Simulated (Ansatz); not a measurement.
## Phases of TaSi at -0.95 GPa

Structure types of TaSi are relaxed in primitive cells with their symmetry kept at -0.95 GPa, on PAW files; LAPW relaxes the small cells further and takes the PAW cell for the others (marked *). The enthalpy is E + pV at zero temperature, without zero-point motion. Only the types listed were tried, and differences under about 5 meV/atom are mesh noise. The real phase may be another.

Level of theory: DFT with PBE, scalar-relativistic, in Ansatz 0.2.0; Fermi–Dirac smearing of 0.05 eV, no spin polarisation. LAPW: all electrons, basis error target 0.5 meV/atom; PAW: frozen-core files, cutoff 420 eV.

k meshes: rocksalt 13×13×13, CsCl 13×13×13, zincblende 11×11×11, wurtzite 9×9×5, WC 13×13×12.

Spin–orbit coupling is left out, which matters for the heavy atoms.

Task: Which type is lowest in enthalpy, and by how much?

Result: distorted WC, 199 meV/atom below CsCl. The whole table:

| start type | ends as | a, b, c (Å) | V (Å³/atom) | H − H(lowest), LAPW (meV/atom) | same, PAW |
| --- | --- | --- | --- | --- | --- |
| rocksalt | rocksalt, Fm-3m | 5.159, 5.159, 5.159 | 17.16 | 221.7 | 223.6 |
| CsCl | CsCl, Pm-3m | 3.158, 3.158, 3.158 | 15.74 | 199.1 | 199.6 |
| zincblende | zincblende, F-43m | 5.789, 5.789, 5.789 | 24.25 | 1254.6 | 1257.5 |
| wurtzite* | flat h-MgO, P6_3/mmc | 4.412, 4.412, 5.006 | 21.10 | 494.4 | 496.7 |
| WC | distorted WC, P-6m2 | 3.051, 3.051, 4.013 | 16.18 | 0.0 | 0.0 |
